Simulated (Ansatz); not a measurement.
Ansatz (an electronic-structure program) input:

Ansatz 0.2 input:
```yaml
crystal:
  lattice:
    - [3.9697232395, 0.0, 0.0]
    - [0.0, 3.9697232395, 0.0]
    - [0.0, 0.0, 3.9697232395]
  atoms:
    - { symbol: In, position: [0.0, 0.0, 0.0] }
    - { symbol: Pd, position: [0.5, 0.5, 0.0] }
    - { symbol: Pd, position: [0.0, 0.5, 0.5] }
    - { symbol: Pd, position: [0.5, 0.0, 0.5] }
kpoints:
  mp_grid: { grid: [10, 10, 10] }
hamiltonian:
  xc: pbesol
  pseudopotentials: { kind: paw }
scf:
  occupations: { method: fermi_dirac, width: 0.1 }
phonons:
  method: dfpt
  response_accuracy: low
  eigenvectors: true
  rigid_motions: translations
```

Output (shortened):

```
Pseudopotential: In, paw, valence charge 13
Pseudopotential: Pd, paw, valence charge 18
Functional definition: PBEsol
Crystal: 4 atoms, lattice volume = 62.558 Å³
Basis set: ecut = 420 eV, 1237 PW (Γ), exchange–correlation on 54×54×54 points (8 copies of the dense FFT grid, shifted against one another)
Bands: 41, of which v1, the nominal top of the filled ones, is band 34 counted from 1 (33 counted from 0)
Symmetry: 48 space group operations
k-points: 216 of 1000 (irreducible under 8 space group operations)
SCF iter   1: F=—  HF=-26247.221881 eV  |F-HF|=—  |Δ(HF+E_count)|=         —  Δρ=1.20e-2  dr2=9.49e-2  ethr=1.77e-3  ⟨swp⟩=6.4  Hψ=34640  notcnv=0  defer=17
preconditioner: auto → Kerker (q_TF=auto, 2.760 Å⁻¹)
SCF iter   2: F=—  HF=-26247.204381 eV  |F-HF|=—  |Δ(HF+E_count)|=   1.75e-2  Δρ=4.83e-3  dr2=1.70e-2  ethr=1.42e-4  ⟨swp⟩=1.0  Hψ=10690  notcnv=0  defer=37
SCF iter   3: F=—  HF=-26247.200540 eV  |F-HF|=—  |Δ(HF+E_count)|=   3.84e-3  Δρ=9.85e-4  dr2=8.14e-4  ethr=2.54e-5  ⟨swp⟩=2.2  Hψ=11029  notcnv=0  defer=37
SCF iter   4: F=—  HF=-26247.200352 eV  |F-HF|=—  |Δ(HF+E_count)|=   1.88e-4  Δρ=2.20e-4  dr2=5.21e-5  ethr=1.21e-6  ⟨swp⟩=2.2  Hψ=10779  notcnv=0  defer=37
SCF iter   5: F=—  HF=-26247.200340 eV  |F-HF|=—  |Δ(HF+E_count)|=   1.19e-5  Δρ=5.57e-5  dr2=3.78e-6  ethr=7.78e-8  ⟨swp⟩=2.2  Hψ=11669  notcnv=0  defer=37
SCF iter   6: F=—  HF=-26247.200337 eV  |F-HF|=—  |Δ(HF+E_count)|=   3.32e-6  Δρ=1.74e-5  dr2=1.75e-7  ethr=5.63e-9  ⟨swp⟩=2.0  Hψ=12700  notcnv=0  defer=37
SCF iter   7: F=—  HF=-26247.200337 eV  |F-HF|=—  |Δ(HF+E_count)|=   4.11e-8  Δρ=4.08e-6  dr2=1.09e-8  ethr=2.61e-10  ⟨swp⟩=2.0  Hψ=12849  notcnv=0  defer=37
SCF iter   8: F=—  HF=-26247.200337 eV  |F-HF|=—  |Δ(HF+E_count)|=   1.56e-9  Δρ=9.63e-7  dr2=6.04e-10  ethr=1.62e-11  ⟨swp⟩=2.1  Hψ=11959  notcnv=0  defer=37
SCF iter  10: F=-26247.200337 eV  HF=-26247.200337 eV  |F-HF|=3.64e-12  |Δ(HF+E_count)|=  3.64e-12  Δρ=2.50e-8  dr2=1.79e-13  ethr=1.00e-12  ⟨swp⟩=9.3  Hψ=38527  notcnv=0
SCF 1 converged in 10 iterations: F = -26247.200337 eV  dr2 = 1.79e-13
DFPT response loops at Γ: preconditioner auto → Kerker (q_TF=auto, 2.760 Å⁻¹) (partly filled bands, converged f_vac=0.000) …
SCF converged after 10 iterations
Free energy (F): -26247.200337 eV
Harris-Foulkes:  -26247.200337 eV  (|F-HF|=3.64e-12)
Internal energy: -26247.100839 eV  (E = F + TS)
E sigma→0 (E₀):  -26247.150588 eV
Entropy (-TS):   -0.099498 eV (-24.875 meV/atom)
Fermi energy:    18.339876 eV
--- Per-component energies (eV) ---
  E_band       = -401.472346
  E_kinetic    = 1789.952017
  E_local      = -6407.467314  (includes V_loc(G=0)·N_el)
  E_nonlocal   = 1027.478832
  E_hartree    = 2610.245736
  E_xc         = -718.511777
  E_vxc        = -736.168394  (∫ρ·V_xc dr)
  E_paw        = -15141.206529  (= ΣΔE_a)
  E_vpaw       = -1295.759627  (= ΣTr[D̂ρ^β])
  E_aug_tail   = 0.000662  (compensation charges beyond the density's cutoff)
  E_ewald      = -9408.735941
  E_core_change = 1.143475  (= ΣΔE_core)
  E_smearing   = -0.099498  (= −TS)
  E_closure    = 0.000000  (closes the sum)
  Σ components = -26247.200337   (vs F -26247.200337, Δ=0.00e0)
  [band-id]    e_kinetic+e_local+e_nonlocal+2·e_hartree+e_vxc+e_vpaw+e_augmentation_tail = -401.472353   (vs E_band -401.472346, Δ=-6.32e-6)
--- Band table (eV; the first three rows and the last of 216) ---
  k-point 0: bands = ["-65.6013", "-65.5589", "-65.5589", "-31.4581", "-31.4581", "-31.4581", "-31.3522", "-31.3522", "-31.3522", "-31.2051", "-31.2051", "-31.2051", "4.2411", "4.2411", "4.2995", "4.2995", "4.2995", "9.3333", "13.0821", "14.1742", "14.1742", …
  k-point 1: bands = ["-65.6003", "-65.5598", "-65.5589", "-31.4550", "-31.4550", "-31.4534", "-31.3531", "-31.3531", "-31.3524", "-31.2104", "-31.2073", "-31.2073", "4.2456", "4.2534", "4.3007", "4.3036", "4.3036", "9.4415", "13.1503", "14.1909", "14.2072", …
  k-point 2: bands = ["-65.5977", "-65.5624", "-65.5589", "-31.4464", "-31.4464", "-31.4400", "-31.3558", "-31.3558", "-31.3531", "-31.2254", "-31.2134", "-31.2134", "4.2573", "4.2858", "4.3038", "4.3144", "4.3144", "9.7607", "13.3374", "14.1132", "14.2366", …
  k-point 215: bands = ["-65.5729", "-65.5729", "-65.5729", "-31.4716", "-31.4693", "-31.4693", "-31.4693", "-31.2730", "-31.2730", "-31.2730", "-31.1822", "-31.1822", "4.2552", "4.2552", "4.2552", "4.4243", "4.4243", "11.3901", "14.0154", "14.0154", …
--- Phonons (Γ-DFPT): 3 representative perturbations + reference, on 216 of 1000 k-points (Σ response iterations 9) ---
  ASR residual: 8.344e-4 → 0.000e0 eV/Å²; symmetrization residual: 2.062e-4 eV/Å²
  ASR residual per site (eV/Å²): 8.34e-4 1.55e-4 1.55e-4 1.55e-4
  Γ frequencies (cm⁻¹): 0.00 0.00 0.00 125.17 125.17 125.17 132.76 132.76 132.76 204.57 204.57 204.57
  non-analytic LO–TO correction: not included (Born effective charges unavailable; polar crystals: no LO–TO splitting at Γ)
```

Cost: around 2.4 core-minutes (rough) on shared cores.

Space group Pm-3m (Cu3Au type). The workflow started from a Materials Project entry (that database holds measured and hypothetical structures alike); the Crystallography Open Database copy checked does not list it. With In and Pd taken as one species the cell has the higher symmetry Fm-3m, so it may be an ordered model of a mixed-site phase. Its standing as an ambient phase is unchecked. The cell was relaxed with PBEsol under the symmetry of its start; of distortions, only those at the zone centre were tested. The run is not spin-polarised. As this level gives no gap, phonon frequencies hold no LO–TO term and depend on the k-mesh and smearing (Fermi–Dirac, 0.1 eV here). Scalar-relativistic: spin–orbit coupling is off unless named, which matters more the heavier the elements.

Potentials: the later of the program's two PAW sets.

Ansatz is a plane-wave DFT program.
